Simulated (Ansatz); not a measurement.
The start is a randomly generated symmetric cell of La (space group No. 10). Cell shape, volume and atoms are optimised at zero target pressure with PBE (plane waves to 420 eV, PAW, scalar-relativistic; Ansatz, an electronic-structure program). The first steps use a coarse 12×9×7 k-mesh.

Input geometry:
```
La
1.0
    2.60183     0.00000     0.00000
    0.00000     3.80339     0.00000
   -0.17181     0.00000     4.48172
La
1
Direct
  0.50000   0.00000   0.50000
```

### Question
What symmetry does the relaxed structure have?

### Answer
The space group goes from P2/m (No. 10) to P6/mmm (No. 191); the end is AFLOW prototype A_hP1_191_a (A_f, as in Sn), with 1 atom in the primitive cell.

### Question
By how much does the energy per atom fall from start to end?

### Answer
About 1.3 eV/atom.

### Question
How does the volume change?

### Answer
-16.8 %, from 44.35 to 36.89 Å³/atom.

### Question
How do the shortest distances between atoms change?

### Answer
The closest pairs of elements (up to four, under 3.6 Å), start → end: La–La 2.60 → 3.47 Å.

### Question
What band gap does the relaxed structure have at this level?

### Answer
Zero (metallic).

Final values are on a 15×15×13 k-mesh of the relaxed cell. The start holds a very short contact (La–La 2.60 Å). No spin polarisation in the result.

The run could not lose the symmetry of its start: the end is stationary, and may be a saddle point rather than a minimum.

The relaxed structure here is a generated cell of La: the first start was made by a random draw of sites in a space group, and the end was not matched to a known phase here, so it may be hypothetical. Known forms of La include space group No. 194.
